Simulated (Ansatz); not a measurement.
GaAs:
```
GaAs
1.0
    0.00000     2.65207     2.65207
    2.65207     0.00000     2.65207
    2.65207     2.65207     0.00000
As Ga
1 1
Direct
  0.00000   0.00000   0.00000
  0.50000   0.50000   0.50000
```

Relaxed with the program Ansatz at the PBEsol level (PAW). Indices refer to the conventional cell of Fm-3m, a = b = c = 5.304 Å, α = β = γ = 90.00°.

Question: Simulate the powder diffraction pattern (Fe Kα, λ = 1.93735 Å; lines above 1 %) up to 2θ = 90°.

Answer: Simulated powder pattern, Fe Kα, λ = 1.93735 Å (kinematic, ideal powder, no thermal factors, no anomalous dispersion; the 30 strongest lines at most, above 1 %, up to 2θ = 90°):

```tsv
2θ (°)	d (Å)	I/Imax (%)	hkl
42.85	2.652	100	(200)
62.20	1.875	69	(220)
78.49	1.531	24	(222)
```

The start of the workflow was typed in or built on a structure type; neither database checked (COD, Materials Project) lists it. It is not the phase usual at ambient conditions (space group No. 216). Symmetry was held in the PBEsol relaxation; of distortions, only those at the zone centre were tested.

Potentials: the earlier of the program's two PAW sets.
